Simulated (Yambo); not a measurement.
Yambo run on Ca2OsH6 (space group Fm-3m, No. 225). The wavefunctions are norm-conserving LDA (Quantum ESPRESSO, 74 Ry, without SOC) ones on a 4×4×4 mesh (21 occupied bands); a = b = c = 5.112 Å, α = β = γ = 60.00°.

Yambo input:

```
rim_cut
HF_and_locXC
RandQpts= 1000000
RandGvec= 1 Ry
EXXRLvcs= 74 Ry
VXCRLvcs= 296 Ry
% QPkrange
 1 | 1 | 21 | 22 |
 3 | 3 | 21 | 22 |
 7 | 7 | 21 | 22 |
 8 | 8 | 21 | 22 |
%
```

k points by index: 1 = Γ, 3 = L, 7 = X, 8 = W.

Table of the .hf output:

```
#    K-point    Band    Eo [eV]    Ehf [eV]    Vxc [eV]    Vnlxc [eV]
#
    1    21    -0.171754    -3.470843    -16.73982    -20.03891
    1    22    4.280515    10.99434    -14.86743    -8.153604
    3    21    -0.141858    -3.295518    -16.80132    -19.95498
    3    22    3.979871    9.372570    -11.46456    -6.071864
    7    21    -0.009376    -3.097838    -17.13116    -20.21962
    7    22    2.536132    7.404370    -13.91478    -9.046538
    8    21    0.000000    -3.107561    -17.16404    -20.27160
    8    22    3.027849    8.122175    -13.67432    -8.579990
```
Exchange alone, without screening.

Geometry of the Materials Project entry, not relaxed at this level.

The structure is a Materials Project entry; no match was found in the copy of COD used, and its stability was not checked.
